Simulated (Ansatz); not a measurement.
A relaxed cell of Be5Ir is given with its symmetry left out. The cell was found from a structure generator's guess, not taken from experiment.

Computed with Ansatz 0.2.0, DFT PBE, scalar-relativistic, plane waves, PAW. Cutoff 420 eV, Γ-centred mesh, Gaussian smearing, no spin polarisation.

```yaml
crystal:
  lattice:
    - [4.19617, 0.00000, 0.00000]
    - [-2.09808, 3.63399, 0.00000]
    - [0.00000, 0.00000, 3.54399]
  atoms:
    - { symbol: Be, position: [0.66667, 0.33333, 0.50000] }
    - { symbol: Be, position: [0.33333, 0.66667, 0.50000] }
    - { symbol: Be, position: [0.00000, 0.60648, 0.00000] }
    - { symbol: Be, position: [0.60648, 0.00000, 0.00000] }
    - { symbol: Be, position: [0.39352, 0.39352, 0.00000] }
    - { symbol: Ir, position: [0.00000, 0.00000, 0.50000] }
```

The zero of energy is the elements' standard structures at the same level; no fitted shifts are applied.

Question: Find its symmetry and describe it.

Answer: P-62m (No. 189), with Be and Ir ordered on hcp sites. Conventional cell: a = 4.196 Å, c = 3.544 Å. Be on a site of symmetry -6 is surrounded by 6 Be at 2.19 Å, 3 Ir at 2.42 Å and 3 Be at 2.42 Å; around Be on a site of symmetry m2m lie 8 Be at 2.19–2.24 Å and 2 Ir at 2.42 Å; around Ir lie 12 Be at 2.42 Å.

Question: How far does it lie from the elements in energy?

Answer: −0.27 eV/atom. Whether it is stable depends on the other phases of the system, which aren't compared here.

Question: Is it a metal?

Answer: Yes, bands cross the Fermi level on the 12×12×10 mesh.

The last run used a 12×12×10 mesh (in the run's order of axes) for its 6-atom cell and Gaussian smearing of 0.10 eV. These runs have no spin–orbit coupling, which can matter for Ir. This cell was reached by moving the atoms of another relaxed cell at random and relaxing again, last within the group found; it had no such test of its own.
